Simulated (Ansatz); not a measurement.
# Stability checks on a candidate for Al2Ga3P5

The structure comes from a generated guess, relaxed at this level; another structure or a mixture of phases may lie lower.

Level of theory: DFT PBE, scalar-relativistic, plane waves, PAW in Ansatz 0.2.0. Cutoff 420 eV, Γ-centred 10×10×10 mesh (10-atom cell), Gaussian smearing of 0.02 eV, no spin polarisation.

```cif
data_structure
_symmetry_space_group_name_H-M 'I-4m2'
_symmetry_Int_Tables_number 119
_cell_length_a 3.8940
_cell_length_b 3.8940
_cell_length_c 27.5341
_cell_angle_alpha 90.000
_cell_angle_beta 90.000
_cell_angle_gamma 90.000
_cell_volume 417.51
loop_
_atom_site_label
_atom_site_type_symbol
_atom_site_symmetry_multiplicity
_atom_site_Wyckoff_symbol
_atom_site_fract_x
_atom_site_fract_y
_atom_site_fract_z
_atom_site_occupancy
Al1 Al 4 e 0.50000 0.50000 0.20000 1
Ga1 Ga 4 e 0.50000 0.50000 0.40001 1
Ga2 Ga 2 b 0.50000 0.50000 0.00000 1
P1 P 2 d 0.50000 0.00000 0.25000 1
P2 P 4 f 0.00000 0.50000 0.34979 1
P3 P 4 f 0.50000 0.00000 0.45002 1
```

Energies over the elements count from the elements' standard structures at the same level, with no fitted energy shifts. The references include black phosphorus.

Task: These tests were run: energy against the elements; random kick, then relaxation without symmetry; elastic tensor. What do they show?

Result:

```tsv
test	result
energy against the elements	−0.512 eV/atom
random kick, then relaxation without symmetry	returns
elastic tensor	least eigenvalue 35 GPa
```

It fails none of these tests. Other phases of the system weren't compared here, so this isn't yet thermodynamic stability. Phonons away from Γ weren't computed.

The reference form of P is held partly by dispersion forces, which this level lacks. The kick test ran on a coarse mesh. The run for the elastic tensor used a 10×10×10 k mesh.
